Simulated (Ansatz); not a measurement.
CaSe (rock salt, Fm-3m), a = b = c = 5.868 Å, α = β = γ = 90.00°; the cell used has 2 atoms.

This is the PBEsol-relaxed structure.

**Question.** All from DFT-PBEsol in the program Ansatz with PAW potentials, unless another level is named. Predict the hole effective mass with spin–orbit coupling, band 1 of 2 at the edge.

**Answer.** 0.87 along [100], 0.71 along [110], 0.66 along [111] (mₑ).

**Question.** Predict the hole effective mass, band 3 of 3 at the edge.

**Answer.** 0.17 along [100], 0.19 along [110], 0.19 along [111] (mₑ).

**Question.** Next, the valence-band maximum?

**Answer.** at Γ.

The cell was relaxed with PBEsol under the symmetry of its start. Spin–orbit coupling is left out wherever it is not named.

Potentials: the later of the program's two PAW sets.

Edges and masses are those of Kohn–Sham bands, whose gap is no quasiparticle gap.
